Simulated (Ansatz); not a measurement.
P:
```xyz
4
Lattice="3.2851 0.0000 0.0000 0.0000 4.5858 0.0000 0.0000 0.0000 30.0000" Properties=species:S:1:pos:R:3 pbc="T T F"
P      0.0000     4.1736    16.0445
P      1.6426     2.7051    16.0445
P      0.0000     0.4122    13.9555
P      1.6426     1.8807    13.9555
```
Free-standing layer in the xy plane with vacuum along z and no interaction between images.

In-plane strain on the r²SCAN+D4-relaxed layer, atoms relaxed; r²SCAN+D4 in the plane-wave PAW code Ansatz. Band edges on the k-mesh, from the upper vacuum level. Strained cells keep their symmetry and size, so buckling under compression is not allowed; words on stability below refer to the unstrained layer.

```
strain x / y (%)  ΔE (meV/atom)  tension xx (N/m)  tension yy (N/m)  thickness (Å)  VBM (eV)  CBM (eV)
----------------  -------------  ----------------  ----------------  -------------  --------  --------
-4 / -4                     ___               ___               ___            ___       ___       ___
-2 / -2                     9.3             -2.99             -1.14           2.11     -5.11     -4.30
-1 / 0                      1.4             -1.20             -0.20           2.09     -5.18     -4.20
0 / -1                      0.4             -0.21             -0.32           2.10     -5.15     -4.16
0 / 0                       0.0              0.00              0.00           2.09     -5.18     -4.14
0 / 1                       ___               ___               ___            ___       ___       ___
1 / 0                       1.3              1.13              0.19           2.09     -5.18     -4.09
2 / 2                       8.4              2.49              0.91           2.07     -5.24     -3.99
4 / 4                      31.8              4.52              1.64           2.05     -5.28     -3.95
```

Question: Some entries are withheld; supply them.

Answer: 
- 0 / 1, ΔE (meV/atom): 0.4
- 0 / 1, tension xx (N/m): 0.19
- 0 / 1, tension yy (N/m): 0.30
- 0 / 1, thickness (Å): 2.08
- 0 / 1, VBM (eV): -5.21
- 0 / 1, CBM (eV): -4.13
- -4 / -4, ΔE (meV/atom): 39.1
- -4 / -4, tension xx (N/m): -6.55
- -4 / -4, tension yy (N/m): -2.56
- -4 / -4, thickness (Å): 2.12
- -4 / -4, VBM (eV): -5.00
- -4 / -4, CBM (eV): -4.46

Space group Pmna (puckered). A layer that has been made, often on a substrate. The cell was relaxed with r²SCAN+D4 under the symmetry of its start; whether a distortion lowers the energy is not shown.

Potentials: the later of the program's two PAW sets.

Edges and masses are those of Kohn–Sham bands, whose gap is no quasiparticle gap.
